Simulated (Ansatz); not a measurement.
The relaxed structure here is a generated cell of SiC: the first start was made by placing the elements on the sites of a structure type, and the end was not matched to a known phase here, so it may be hypothetical. Known forms of SiC include space group No. 186, 216.

A relaxed structure of SiC. Computed with r2SCAN (plane waves to 500 eV, PAW, scalar-relativistic; Ansatz, a first-principles code).

```cif
data_C4Si4
_chemical_formula_sum 'Si4 C4'
_space_group_name_H-M_alt 'P 1'
_space_group_IT_number 1
_cell_length_a 5.28912
_cell_length_b 5.28912
_cell_length_c 3.07683
_cell_angle_alpha 90.000
_cell_angle_beta 90.000
_cell_angle_gamma 90.000
loop_
_space_group_symop_operation_xyz
  'x, y, z'
loop_
_atom_site_label
_atom_site_type_symbol
_atom_site_fract_x
_atom_site_fract_y
_atom_site_fract_z
_atom_site_occupancy
Si1 Si 0.67532 0.67532 0.00000 1
Si2 Si 0.82468 0.17532 0.50000 1
Si3 Si 0.17532 0.82468 0.50000 1
Si4 Si 0.32468 0.32468 0.00000 1
C1 C 0.31502 0.68498 0.00000 1
C2 C 0.18498 0.18498 0.50000 1
C3 C 0.81502 0.81502 0.50000 1
C4 C 0.68498 0.31502 0.00000 1
```

Q: Determine the symmetry and give the standard cell with its independent sites.

A: Space group P4₂/mnm (No. 136); a = 5.2891 Å, b = 5.2891 Å, c = 3.0768 Å, α = 90.00°, β = 90.00°, γ = 90.00°

| atom | site | symmetry | x | y | z |
|---|---|---|---|---|---|
| Si | 4f | m.2m | 0.3247 | 0.3247 | 0.0000 |
| C | 4g | m.2m | 0.1850 | 0.1850 | 0.5000 |

This is the AFLOW prototype AB_tP8_136_g_f (as in BeO).

Q: Give the shortest distances between elements (the closest pairs, up to four, under 3.6 Å).

A: C–Si 1.86 Å; Si–Si 2.62 Å; C–C 2.77 Å.

The volume per atom is 10.76 Å³ and the band gap is 2.44 eV, indirect (valence top at 86 % of the way from M to Γ, conduction bottom at 67 % of the way from Γ to Z) (no spin-orbit coupling). The smallest direct gap is 3.31 eV at 86 % of the way from M to Γ.

No spin polarisation in the result.

It was reached from a disturbed copy of a P6₃/mmc (No. 194) cell, against which it lies -405 meV/atom.
